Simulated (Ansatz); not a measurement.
RbMnF$_{3}$: strain energy, fitted

RbMnF$_{3}$, Pm-3m, a = 4.223 Å. The structure is a Materials Project entry; whether it is the stable form wasn't checked. Ansatz: PBEsol, PAW, 420 eV, Γ-centred 6×6×6 mesh on 5 atoms, Gaussian smearing 0.02 eV; collinear spin, largest moment 4.2 μB. Series: uniaxial strain along a, with b, c and atoms relaxed; x is the strain in per cent. y is the free energy over the unstrained cell, V0 = 15.065 Å³/atom.

```
x (%) y (meV/atom)
 -4.5          9.96
 -3.0          4.15
 -1.5          0.90
  0.0          0.00
  1.5             ?
  3.0          3.40
  4.5          7.32
```

Question: Fit y = c2 x² + c3 x³ to the other rows, turn c2 into a modulus, and predict the missing energy.

Answer: Least squares on the rows shown. y = 0.4252 x² − 0.01442 x³. In eV per unit strain² c2 is 4.252; this is Young's modulus along the axis (E = ½ Y V0 ε²): 2 × 4.252 × 160.2 / (15.065) = 90 GPa. At x = 1.5 the fit asked for gives 0.91 meV/atom. The run gave 0.89 meV/atom, so the fit is 0.02 meV/atom too high, within the rms miss on the fitted rows (0.06 meV/atom).

The cell holds one magnetic atom, so it can only be ferromagnetic; an antiferromagnetic order may lie lower.

Symmetry holds off the tilts and polar distortions that many cubic perovskites undergo.

Cost: 7 runs of about 3.3 core-minutes in all, on Intel Xeon Platinum 8488C (Sapphire Rapids) (shared hosts).